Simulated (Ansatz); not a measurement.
Starting cell, KMgF3 (cubic perovskite):

```
KMgF3
1.0
    8.10854     0.00000     0.00000
    0.00000     4.05427     0.00000
    0.00000     0.00000     4.05427
K Mg F
2 2 6
Direct
  0.25000   0.50000   0.50000
  0.75000   0.50000   0.50000
  0.00000   0.00000   0.00000
  0.50000   0.00000   0.00000
  0.00000   0.50000   0.00000
  0.50000   0.50000   0.00000
  0.25000   0.00000   0.00000
  0.75000   0.00000   0.00000
  0.00000   0.00000   0.50000
  0.50000   0.00000   0.50000
```

A phonon eigenvector at X = (0.5, 0.0, 0.0) is frozen into this cell: atom i moves by Q times the vector below, so Q is the largest atomic displacement, in Å. The cell is held. (q is in reciprocal vectors of the primitive cell; the cell shown is doubled to hold the pattern.)

```csv
atom,x,y,z
K1,0.108,0.000,0.000
K2,-0.108,0.000,0.000
F7,-1.000,0.000,0.000
F8,1.000,0.000,0.000
```

Atoms not listed stay in place.

Calculation: PBE (plane waves to 420 eV, PAW, scalar-relativistic; Ansatz, a quantum-chemistry and plane-wave program). k mesh 4×8×8 (Γ-centred), Fermi-Dirac smearing 0.05 eV. Energies are smeared free energies. KMgF3 was relaxed with its symmetry unable to fall. ΔE is measured from the undisplaced structure.

```csv
Q (Å),ΔE (meV/cell)
-0.1000,124.3
-0.0833,85.9
-0.0667,54.7
-0.0500,withheld
-0.0333,13.6
-0.0167,3.4
0.0000,0.0
0.0167,3.4
0.0333,13.6
0.0500,withheld
0.0667,54.7
0.0833,85.9
0.1000,124.3
```

Question: Fit an even polynomial form (powers 2, 4) to the given rows and predict ΔE at Q = -0.0500.

Answer: Least squares on the 11 given rows: ΔE = (12220)·Q² + (21380)·Q⁴, in meV/cell with Q in Å; root-mean-square residual 0.05 meV/cell. At -0.0500 the fit gives 30.7 meV/cell; the calculation gives 30.7 meV/cell, the same to the digits shown. The quadratic term alone would give 30.6 meV/cell.

(A displaced cell: forces are minus the slopes of the energy, force constants its curvatures, and phonons follow from these.)
